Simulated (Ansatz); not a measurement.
Relaxed SnO (litharge type, space group P4/nmm):

```
CELL_PARAMETERS angstrom
      3.79274     0.00000     0.00000
      0.00000     3.79274     0.00000
      0.00000     0.00000     4.76440
ATOMIC_POSITIONS crystal
  Sn 0.50000 0.00000 0.24062
  Sn 0.00000 0.50000 0.75938
  O  0.00000 0.00000 0.00000
  O  0.50000 0.50000 0.00000
```

In this cell atom 2 (Sn, nearest neighbour O at 2.216 Å; its periodic images, 3.8 Å or more away, move with it) is moved by s along Cartesian [111], unit vector (0.577, 0.577, 0.577); all other atoms and the cell stay fixed.

Calculation: r2SCAN+rVV10 (plane waves to 500 eV, PAW, scalar-relativistic; Ansatz, a quantum-chemistry and plane-wave program). k mesh 7×7×6 (Γ-centred), Fermi-Dirac smearing 0.05 eV. Energies are smeared free energies. With partly filled bands, energies and forces of such displacements shift with the k mesh and the smearing. At this level the bands of SnO touch or barely overlap; measurements give the solid a gap. SnO was relaxed with its symmetry unable to fall. The PAW data are Ansatz's earlier set. ΔE is measured from the undisplaced structure. The last digit holds for this mesh only.

```
s (Å)   ΔE (meV/cell)
------  -------------
-0.440          497.1
-0.352          342.2
-0.264          208.6
-0.176          101.4
-0.088           27.9
0.000             0.0
0.088            33.6
0.176           149.5
0.264           373.7
0.352           739.2
0.440        withheld
```

Fit a polynomial form (powers 2, 3, 4) to the given rows and predict ΔE at s = 0.440.

Least squares on the 10 given rows: ΔE = (3970)·s² + (4551)·s³ + (3119)·s⁴, in meV/cell with s in Å; root-mean-square residual 0.89 meV/cell. At 0.440 the fit gives 1273.2 meV/cell; the calculation gives 1286.7 meV/cell, so the extrapolation is off by -13.5 (-1.0 %). The quadratic term alone would give 768.6 meV/cell.

(A displaced cell: forces are minus the slopes of the energy, force constants its curvatures, and phonons follow from these.)
